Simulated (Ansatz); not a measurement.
YSiO:
```cif
data_O2Si2Y2
_chemical_formula_sum 'Y2 Si2 O2'
_space_group_name_H-M_alt 'P4/nmm :1'
_space_group_IT_number 129
_space_group_name_Hall 'P 4ab 2ab -1ab'
_cell_length_a 3.34886
_cell_length_b 3.34886
_cell_length_c 7.96879
_cell_angle_alpha 90.000
_cell_angle_beta 90.000
_cell_angle_gamma 90.000
loop_
_space_group_symop_operation_xyz
  'x, y, z'
  '-y+1/2, x+1/2, z'
  '-x, -y, z'
  'y+1/2, -x+1/2, z'
  'x+1/2, -y+1/2, -z'
  '-y, -x, -z'
  '-x+1/2, y+1/2, -z'
  'y, x, -z'
  '-x+1/2, -y+1/2, -z'
  'y, -x, -z'
  'x+1/2, y+1/2, -z'
  '-y, x, -z'
  '-x, y, z'
  'y+1/2, x+1/2, z'
  'x, -y, z'
  '-y+1/2, -x+1/2, z'
loop_
_atom_site_label
_atom_site_type_symbol
_atom_site_symmetry_multiplicity
_atom_site_Wyckoff_symbol
_atom_site_fract_x
_atom_site_fract_y
_atom_site_fract_z
_atom_site_occupancy
Y1 Y 2 c 0.50000 0.00000 0.32777 1
Si1 Si 2 a 0.00000 0.00000 0.00000 1
O1 O 2 c 0.00000 0.50000 0.38699 1
```

Relaxed at zero pressure with DFT-PBEsol in the program Ansatz with PAW potentials.

**Question.** The volume is lowered by 3 % and shape and atoms relax at that volume. What pressure results, and how do the axes share the change?

**Answer.** 4.3 GPa; a -0.9 %, b -0.9 %, c -1.2 %; the energy rises by 6 meV/atom.

**Question.** Give the new structure.

**Answer.** 
Space group P4/nmm, origin choice 1 (No. 129); a = b = 3.3179 Å, c = 7.8748 Å, α = β = γ = 90.00°

```json
[
 {"atom": "Y", "site": "2c", "symmetry": "4mm", "x": "0.5000", "y": "0.0000", "z": "0.3267"},
 {"atom": "Si", "site": "2a", "symmetry": "-4m2", "x": "0.0000", "y": "0.0000", "z": "0.0000"},
 {"atom": "O", "site": "2c", "symmetry": "4mm", "x": "0.0000", "y": "0.5000", "z": "0.3857"}
]
```

The phase is kept; no other phase was compared at this pressure.

The start of the workflow was typed in or built on a structure type; neither database checked (COD, Materials Project) lists it. Its standing as an ambient phase is unchecked. Symmetry was held in the PBEsol relaxation; its stability against distortions is not shown here. No spin polarisation was allowed.

Potentials: the earlier of the program's two PAW sets. The files were generated under PBE; for other functionals the program regenerates the frozen cores, and for LDA and PBEsol the local potential too.
